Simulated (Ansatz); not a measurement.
Structure types of Ta at zero pressure (with spin–orbit coupling)

Structure types of Ta are relaxed in primitive cells with their symmetry kept at 0 GPa, first on PAW files, then by LAPW. The enthalpy is E + pV at zero temperature, without zero-point motion. Only the types listed were tried, and differences under about 5 meV/atom are mesh noise.

All numbers are LDA results (with spin–orbit coupling) from Ansatz 0.2.0, with Fermi–Dirac smearing of 0.05 eV, no spin polarisation. Methods: LAPW: all electrons, basis error target 0.5 meV/atom; PAW: frozen-core files, cutoff 420 eV.

k meshes: fcc 17×17×17, bcc 18×18×18, hcp 16×16×9.

The PAW files were made under PBE.

**Question.** Which type is lowest in enthalpy, and by how much?

**Answer.** bcc, 274 meV/atom below fcc. The whole table:

| start type | ends as | a, b, c (Å) | V (Å³/atom) | H − H(lowest), LAPW (meV/atom) | same, PAW |
| --- | --- | --- | --- | --- | --- |
| fcc | fcc, Fm-3m | 4.138, 4.138, 4.138 | 17.72 | 274.0 | 272.6 |
| bcc | bcc, Im-3m | 3.251, 3.251, 3.251 | 17.18 | 0.0 | 0.0 |
| hcp | hcp, P6_3/mmc | 2.843, 2.843, 5.040 | 17.63 | 296.0 | 295.6 |
